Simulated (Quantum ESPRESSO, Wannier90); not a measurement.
Wannierisation of MoS$_{2}$ (P6₃/mmc, 2Ha stacking, metal over metal as in NbS2)

```xyz
6
Lattice="3.1854 0.0000 0.0000 -1.5927 2.7587 0.0000 0.0000 0.0000 13.1784" Properties=species:S:1:pos:R:3 pbc="T T T"
Mo     0.0000     0.0000     3.2946
Mo     0.0000     0.0000    -3.2946
S      1.5927    -0.9196     4.8462
S     -1.5927     0.9196    -4.8462
S     -1.5927     0.9196    -1.7430
S      1.5927    -0.9196     1.7430
```

Structure: Materials Project mp-1018809, symmetrised, not relaxed again. COD (Crystallography Open Database) has the formula in 3 space groups, this one among them (matched by group alone). Level: PBEsol, no spin polarisation, no spin-orbit coupling; pw.x of Quantum ESPRESSO at 64 Ry with PseudoDojo potentials, 6×6×4 k-points, Wannier90. Density: 12×12×4 mesh, cold smearing 0.01 Ry. The cell is built of weakly bound layers, chains or molecules, whose nearest atoms lie 3.94 Å apart. Database cells relaxed without dispersion often hold them too far apart, which can enlarge gaps and weakens couplings between them; spacing and stacking were not compared with the measured crystal.

The lattice is scaled uniformly with fixed fractional positions (axis ratios and free coordinates are held, so this isn't the response to pressure), and at each scale an atom-like model (Mo d, S p; disentangled, num_iter = 0) is made. Listed is the largest hopping of each kind of orbital pair shown, with the distance of the two functions' centres at scale 1; the mesh was not varied.

```tsv
scale	gap (eV)	modulus of t, Mo1 dyz–S3 py at 2.35 Å (eV)	modulus of t, S5 pz–S4 pz at 3.28 Å (eV)	modulus of t, Mo1 dx2-y2–Mo1 dx2-y2 at 3.19 Å (eV)
0.980	1.148	1.703	1.099	0.662
0.990	1.125	1.648	1.087	0.628
1.000	1.102	1.593	1.075	0.597
1.010	1.078	1.540	1.055	0.566
1.020	1.053	1.489	1.041	0.538
```

Problem. With |t| ∝ d^(−η), find η for each hopping from the ends of the series, and the volume deformation potential of the gap at scale 1.

Solution. 
- Mo1 dyz–S3 py at 2.35 Å: η = −ln(1.489/1.703)/ln(1.020/0.980) = 3.4
- S5 pz–S4 pz at 3.28 Å: η = −ln(1.041/1.099)/ln(1.020/0.980) = 1.4
- Mo1 dx2-y2–Mo1 dx2-y2 at 3.19 Å: η = −ln(0.538/0.662)/ln(1.020/0.980) = 5.2
Harrison's rules would take η = 3.5, 2.0, 5.0 for these pairs; they describe atomic orbitals, while these are orthogonalised and change shape with the volume.
Volume deformation potential of the gap: dE_g/d ln V = (1.078 − 1.125)/(3 ln(1.010/0.990)) = -0.8 eV.
